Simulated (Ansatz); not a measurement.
Ta$_{2}$C in space group P4/nmm (No. 129; Ta on 2a, Ta on 2c, C on 2c) at seven volumes, PBEsol (plane waves, PAW; program Ansatz), shape and atoms relaxed at each. One row is withheld.

```json
[
 {"V (Å³/atom)": "11.912", "P (GPa)": "30.98"},
 {"V (Å³/atom)": "12.305", "P (GPa)": "18.99"},
 {"V (Å³/atom)": "12.698", "P (GPa)": "8.75"},
 {"V (Å³/atom)": "13.091", "P (GPa)": "0.00"},
 {"V (Å³/atom)": "13.483", "P (GPa)": "-7.46"},
 {"V (Å³/atom)": "13.876", "P (GPa)": "-13.81"},
 {"V (Å³/atom)": "14.269", "P (GPa)": "?"}
]
```

Problem. Fit the shown pressures and predict the withheld one.

Solution. Third-order Birch–Murnaghan: P = (3/2)B₀(x^(7/2) − x^(5/2))[1 + (3/4)(B′ − 4)(x − 1)] with x = (V₀/V)^(2/3). Least squares on the six rows gives V₀ = 13.091 Å³/atom, B₀ = 268.6 GPa, B′ = 4.24. At V = 14.269, x = 0.9442 and P = -19.29 GPa. The run itself gave -19.20 GPa.

The cell is a constructed one: a structure type filled with these elements; neither database checked (COD, Materials Project) lists it. COD files the formula under space group No. 164. Its standing as an ambient phase is unchecked. The PBEsol relaxation kept the symmetry of its start; whether a distortion lowers the energy is not shown. No spin polarisation was allowed. Scalar-relativistic: spin–orbit coupling is off unless named, which matters more the heavier the elements.

Potentials: the earlier of the program's two PAW sets. The files were generated under PBE; for other functionals the program regenerates the frozen cores, and for LDA and PBEsol the local potential too.
